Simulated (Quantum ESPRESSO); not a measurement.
Hf3TaO7N, one run as intended and one with a planted mistake

Simulated, not a measurement. The program is pw.x of Quantum ESPRESSO 7.5 (plane-wave density functional theory). The cell is made up: 12 atoms on a fluorite lattice, with randomly drawn elements, strain and displacements, not relaxed. PseudoDojo standard norm-conserving files (v0.5 for PBE, v0.4.1 for LDA and PBEsol) set the functional; there is no spin polarisation, spin-orbit coupling or dispersion term, and the masses in the input are unused placeholders.

The hafnium pseudopotential is less sure than the others, with forces about 3 percent (worst 6) and pressure in oxides about 1.5 GPa (worst 2.7) from a second method in checks, which no rerun with the same files tests.

Intended input:

```
&control calculation='scf', pseudo_dir='./dojo.nc.sr.pbe.v0_5.standard.upf', outdir='./o', disk_io='medium', tprnfor=.true., tstress=.true. /
&system ibrav=0, nat=12, ntyp=4, nbnd=54, ecutwfc=84.00895049, nosym=.true., tot_charge=0,
 occupations='smearing', smearing='fd', degauss=0.0018374661
/
&electrons conv_thr=7.350e-09, electron_maxstep=60, /
ATOMIC_SPECIES
Hf 1.0 Hf.upf
N 1.0 N.upf
O 1.0 O.upf
Ta 1.0 Ta.upf
CELL_PARAMETERS angstrom
5.2507 -0.0091 -0.0323
-0.0091 5.1439 -0.0075
-0.0323 -0.0075 5.1736
ATOMIC_POSITIONS angstrom
Hf -0.0923 0.0813 -0.0509
Hf 0.1536 2.6159 2.5712
Ta 2.6032 0.0735 2.4703
Hf 2.6012 2.472 -0.0342
O 1.3136 1.2343 1.3206
O 1.2588 1.2859 3.9566
O 1.2679 3.8599 1.2607
O 1.2792 3.8417 3.9195
N 4.0352 1.2463 1.1802
O 3.9034 1.2402 3.8976
O 4.0074 3.775 1.1911
O 3.9875 3.9277 3.9066
K_POINTS automatic
4 4 4 1 1 1
```

The log is shortened where brackets say so; the opening notice, blank lines, dates and the lines on written files are dropped, and the path of the files is cut. It prints rydbergs, bohrs and kilobars, and counts compression as positive stress. Where no state is partly filled, the Fermi energy that it prints is only some level between the filled and the empty states on the mesh, and need not lie in the true gap.

Log of the intended run:

```
     Program PWSCF v.7.5
     Parallel version (MPI & OpenMP), running on       1 processor cores
     Number of MPI processes:                 1
     Threads/MPI process:                     1
     [start-up lines left out]
     bravais-lattice index     =            0
     lattice parameter (alat)  =       9.9226  a.u.
     unit-cell volume          =     942.9317 (a.u.)^3
     number of atoms/cell      =           12
     number of atomic types    =            4
     number of electrons       =        96.00
     number of Kohn-Sham states=           54
     kinetic-energy cutoff     =      84.0090  Ry
     charge density cutoff     =     336.0358  Ry
     scf convergence threshold =      7.3E-09
     mixing beta               =       0.7000
     number of iterations used =            8  plain     mixing
     Exchange-correlation= PBE
                           (   1   4   3   4   0   0   0)
     [axes and pseudopotential details left out]
   Cartesian axes
     site n.     atom                  positions (alat units)
         1        Hf     tau(   1) = (  -0.0175782   0.0154833  -0.0096937  )
         2        Hf     tau(   2) = (   0.0292526   0.4981901   0.4896771  )
         3        Ta     tau(   3) = (   0.4957714   0.0139978   0.4704610  )
         4        Hf     tau(   4) = (   0.4953905   0.4707848  -0.0065133  )
         5        O      tau(   5) = (   0.2501711   0.2350686   0.2515042  )
         6        O      tau(   6) = (   0.2397346   0.2448957   0.7535222  )
         7        O      tau(   7) = (   0.2414676   0.7351060   0.2400964  )
         8        O      tau(   8) = (   0.2436197   0.7316399   0.7464567  )
         9        N      tau(   9) = (   0.7684914   0.2373540   0.2247654  )
        10        O      tau(  10) = (   0.7433905   0.2361923   0.7422859  )
        11        O      tau(  11) = (   0.7631969   0.7189371   0.2268413  )
        12        O      tau(  12) = (   0.7594070   0.7480183   0.7439999  )
     number of k points=    32  Fermi-Dirac smearing, width (Ry)=  0.0018
                       cart. coord. in units 2pi/alat
        k(    1) = (   0.1260108   0.1280072   0.1278377), wk =   0.0625000
        k(    2) = (   0.1275724   0.1283800   0.3815788), wk =   0.0625000
     [further k points left out]
     Dense  grid:    98137 G-vectors     FFT dimensions: (  60,  60,  60)
     Estimated max dynamical RAM per process >     172.45 MB
     Initial potential from superposition of free atoms
     starting charge      95.9935, renormalised to      96.0000
     Starting wfcs are   72 randomized atomic wfcs
     total cpu time spent up to now is       17.2 secs
     per-process dynamical memory:   105.6 Mb
     Self-consistent Calculation
     iteration #  1     ecut=    84.01 Ry     beta= 0.70
     Davidson diagonalization with overlap
     ethr =  1.00E-02,  avg # of iterations =  2.0
     total cpu time spent up to now is       54.1 secs
     total energy              =    -719.43268354 Ry
     estimated scf accuracy    <       5.49187663 Ry
     iteration #  2     ecut=    84.01 Ry     beta= 0.70
     Davidson diagonalization with overlap
     ethr =  5.72E-03,  avg # of iterations =  5.8
     total cpu time spent up to now is      111.5 secs
     total energy              =    -716.77398457 Ry
     estimated scf accuracy    <      31.10139227 Ry
     [iterations 3 to 14 left out]
     iteration # 15     ecut=    84.01 Ry     beta= 0.70
     Davidson diagonalization with overlap
     ethr =  1.09E-10,  avg # of iterations =  4.1
     total cpu time spent up to now is      787.5 secs
     total energy              =    -722.27064794 Ry
     estimated scf accuracy    <       0.00000001 Ry
     iteration # 16     ecut=    84.01 Ry     beta= 0.70
     Davidson diagonalization with overlap
     ethr =  1.12E-11,  avg # of iterations =  4.3
     total cpu time spent up to now is      851.1 secs
     End of self-consistent calculation
     [lines on levels left out]
     the Fermi energy is    12.9413 ev
!    total energy              =    -722.27064794 Ry
     estimated scf accuracy    <          3.7E-09 Ry
     smearing contrib. (-TS)   =      -0.00000000 Ry
     internal energy E=F+TS    =    -722.27064794 Ry
     The total energy is F=E-TS. E is the sum of the following terms:
     one-electron contribution =    -125.66457712 Ry
     hartree contribution      =     116.22155857 Ry
     xc contribution           =    -179.72577833 Ry
     ewald contribution        =    -533.10185107 Ry
     convergence has been achieved in  16 iterations
     Forces acting on atoms (cartesian axes, Ry/au):
     atom    1 type  1   force =    -0.01853647   -0.06164929    0.02333435
     atom    2 type  1   force =    -0.08221524    0.02699239   -0.01052894
     atom    3 type  4   force =     0.10889559    0.00684961   -0.05130084
     atom    4 type  1   force =     0.07480835    0.03822558    0.02434848
     atom    5 type  3   force =     0.05883266    0.00704712    0.04561274
     atom    6 type  3   force =     0.02777198   -0.01589267   -0.05696577
     atom    7 type  3   force =     0.06112072    0.00473005    0.04744317
     atom    8 type  3   force =     0.04687857    0.00044045   -0.04923238
     atom    9 type  2   force =    -0.11212546   -0.02708052    0.11269815
     atom   10 type  3   force =    -0.05910032    0.03267801   -0.07624594
     atom   11 type  3   force =    -0.05715263    0.02129448    0.06064417
     atom   12 type  3   force =    -0.04917774   -0.03363521   -0.06980719
     Total force =     0.327363     Total SCF correction =     0.000150
     Computing stress (Cartesian axis) and pressure
          total   stress  (Ry/bohr**3)                   (kbar)     P=     -128.23
  -0.00124041  -0.00012054   0.00013541         -182.47      -17.73       19.92
  -0.00012054  -0.00059076   0.00012222          -17.73      -86.90       17.98
   0.00013541   0.00012222  -0.00078393           19.92       17.98     -115.32
     init_run     :     14.99s CPU     17.01s WALL (       1 calls)
     electrons    :    798.27s CPU    833.94s WALL (       1 calls)
     forces       :     12.31s CPU     12.43s WALL (       1 calls)
     stress       :     44.45s CPU     46.15s WALL (       1 calls)
     [timing details left out]
     PWSCF        :  14m30.32s CPU  15m10.47s WALL
     JOB DONE.
```

A second run has one planted mistake: the k-point mesh is too coarse. The input lines that differ, file-writing options aside:

```
- 4 4 4 1 1 1
+ 2 2 2 1 1 1
```

Its log:

```
     Program PWSCF v.7.5
     Parallel version (MPI & OpenMP), running on       1 processor cores
     Number of MPI processes:                 1
     Threads/MPI process:                     1
     [start-up lines left out]
     bravais-lattice index     =            0
     lattice parameter (alat)  =       9.9226  a.u.
     unit-cell volume          =     942.9317 (a.u.)^3
     number of atoms/cell      =           12
     number of atomic types    =            4
     number of electrons       =        96.00
     number of Kohn-Sham states=           54
     kinetic-energy cutoff     =      84.0090  Ry
     charge density cutoff     =     336.0358  Ry
     scf convergence threshold =      7.3E-09
     mixing beta               =       0.7000
     number of iterations used =            8  plain     mixing
     Exchange-correlation= PBE
                           (   1   4   3   4   0   0   0)
     [axes and pseudopotential details left out]
   Cartesian axes
     site n.     atom                  positions (alat units)
         1        Hf     tau(   1) = (  -0.0175782   0.0154833  -0.0096937  )
         2        Hf     tau(   2) = (   0.0292526   0.4981901   0.4896771  )
         3        Ta     tau(   3) = (   0.4957714   0.0139978   0.4704610  )
         4        Hf     tau(   4) = (   0.4953905   0.4707848  -0.0065133  )
         5        O      tau(   5) = (   0.2501711   0.2350686   0.2515042  )
         6        O      tau(   6) = (   0.2397346   0.2448957   0.7535222  )
         7        O      tau(   7) = (   0.2414676   0.7351060   0.2400964  )
         8        O      tau(   8) = (   0.2436197   0.7316399   0.7464567  )
         9        N      tau(   9) = (   0.7684914   0.2373540   0.2247654  )
        10        O      tau(  10) = (   0.7433905   0.2361923   0.7422859  )
        11        O      tau(  11) = (   0.7631969   0.7189371   0.2268413  )
        12        O      tau(  12) = (   0.7594070   0.7480183   0.7439999  )
     number of k points=     4  Fermi-Dirac smearing, width (Ry)=  0.0018
                       cart. coord. in units 2pi/alat
        k(    1) = (   0.2520216   0.2560145   0.2556754), wk =   0.5000000
        k(    2) = (   0.2488985   0.2552690  -0.2518068), wk =   0.5000000
     [further k points left out]
     Dense  grid:    98137 G-vectors     FFT dimensions: (  60,  60,  60)
     Estimated max dynamical RAM per process >     172.45 MB
     Initial potential from superposition of free atoms
     starting charge      95.9935, renormalised to      96.0000
     Starting wfcs are   72 randomized atomic wfcs
     total cpu time spent up to now is        5.5 secs
     per-process dynamical memory:   104.2 Mb
     Self-consistent Calculation
     iteration #  1     ecut=    84.01 Ry     beta= 0.70
     Davidson diagonalization with overlap
     ethr =  1.00E-02,  avg # of iterations =  2.0
     total cpu time spent up to now is       12.4 secs
     total energy              =    -719.44832187 Ry
     estimated scf accuracy    <       5.47491039 Ry
     iteration #  2     ecut=    84.01 Ry     beta= 0.70
     Davidson diagonalization with overlap
     ethr =  5.70E-03,  avg # of iterations =  6.0
     total cpu time spent up to now is       23.4 secs
     total energy              =    -716.75322763 Ry
     estimated scf accuracy    <      31.40771841 Ry
     [iterations 3 to 13 left out]
     iteration # 14     ecut=    84.01 Ry     beta= 0.70
     Davidson diagonalization with overlap
     ethr =  1.41E-09,  avg # of iterations =  3.5
     total cpu time spent up to now is      119.0 secs
     total energy              =    -722.29390552 Ry
     estimated scf accuracy    <       0.00000012 Ry
     iteration # 15     ecut=    84.01 Ry     beta= 0.70
     Davidson diagonalization with overlap
     ethr =  1.22E-10,  avg # of iterations =  4.2
     total cpu time spent up to now is      125.7 secs
     End of self-consistent calculation
     [lines on levels left out]
     the Fermi energy is    12.8717 ev
!    total energy              =    -722.29390555 Ry
     estimated scf accuracy    <          5.3E-09 Ry
     smearing contrib. (-TS)   =      -0.00000000 Ry
     internal energy E=F+TS    =    -722.29390555 Ry
     The total energy is F=E-TS. E is the sum of the following terms:
     one-electron contribution =    -125.60720950 Ry
     hartree contribution      =     116.10825249 Ry
     xc contribution           =    -179.69309748 Ry
     ewald contribution        =    -533.10185107 Ry
     convergence has been achieved in  15 iterations
     Forces acting on atoms (cartesian axes, Ry/au):
     atom    1 type  1   force =    -0.01546500   -0.06218839    0.02587595
     atom    2 type  1   force =    -0.08515091    0.02417331   -0.01023936
     atom    3 type  4   force =     0.10878715    0.00146939   -0.04553060
     atom    4 type  1   force =     0.07553876    0.03941737    0.02573321
     atom    5 type  3   force =     0.05676237    0.00692965    0.04273380
     atom    6 type  3   force =     0.02796590   -0.01570702   -0.05806506
     atom    7 type  3   force =     0.06152461    0.00525567    0.04500917
     atom    8 type  3   force =     0.04556714    0.00325346   -0.04877551
     atom    9 type  2   force =    -0.11059207   -0.02345930    0.11075438
     atom   10 type  3   force =    -0.05720596    0.03239352   -0.07707688
     atom   11 type  3   force =    -0.05745317    0.02399328    0.06019958
     atom   12 type  3   force =    -0.05027882   -0.03553095   -0.07061867
     Total force =     0.325480     Total SCF correction =     0.000116
     Computing stress (Cartesian axis) and pressure
          total   stress  (Ry/bohr**3)                   (kbar)     P=     -133.18
  -0.00127763  -0.00011204   0.00013388         -187.95      -16.48       19.69
  -0.00011204  -0.00061792   0.00011618          -16.48      -90.90       17.09
   0.00013388   0.00011618  -0.00082053           19.69       17.09     -120.70
     init_run     :      5.01s CPU      5.32s WALL (       1 calls)
     electrons    :    115.84s CPU    120.15s WALL (       1 calls)
     forces       :      1.79s CPU      1.84s WALL (       1 calls)
     stress       :      6.15s CPU      6.49s WALL (       1 calls)
     [timing details left out]
     PWSCF        :   2m 9.00s CPU   2m14.12s WALL
     JOB DONE.
```

|  | intended run | run with the mistake |
| --- | --- | --- |
| free energy (eV) | -9826.993 | -9827.309 |
| smearing term -TS (eV) | 0.0000 | 0.0000 |
| pressure (GPa) | -12.82 | -13.32 |
| largest force component (eV/Å) | 2.898 | 2.848 |
| largest change of a force component (eV/Å) |  | 0.148 |
| iterations | 16 | 15 |

For scale, a rerun of the intended cell at 1437 eV and a 6 x 6 x 6 mesh moved values by no more than 0.002 eV in energy, 0.04 GPa in stress and 0.008 eV/Å in force.